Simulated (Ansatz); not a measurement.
# PbF2 (Fm-3m) under several functionals

Plane-wave DFT in Ansatz with scalar-relativistic PAW potentials. The same structure was relaxed (cell and atoms, symmetry kept) in separate runs at each level. No spin polarisation.

**Question.** How do the levels LDA, PBE+D3(BJ), PBEsol compare?

**Answer.**
| level | cutoff (eV) | k mesh | V (Å³/atom) | a (Å) | gap (eV) |
| --- | --- | --- | --- | --- | --- |
| LDA | 420 | 8×8×8 | 16.359 | 5.812 | 4.25 |
| PBEsol | 420 | 8×8×8 | 17.105 | 5.899 | 4.31 |
| PBE+D3(BJ) | 420 | 8×8×8 | 17.664 | 5.962 | 4.42 |

The usual order of volumes, LDA < PBEsol, holds here (16.359, 17.105 Å³/atom). As a rule LDA overbinds; PBEsol, built on the gradient expansion of slowly varying densities, lies between LDA and PBE. Each gap belongs to its own cell, so it mixes the functional's effect with that of the volume; gaps are the least found on the k mesh or on a band path.

Spin-orbit coupling is left out, which matters for the bands of heavy elements. An atom lies near a switch of its D3 coefficient C6 between reference coordination numbers, so the dispersion energy changes steeply there and can make or shift the minimum.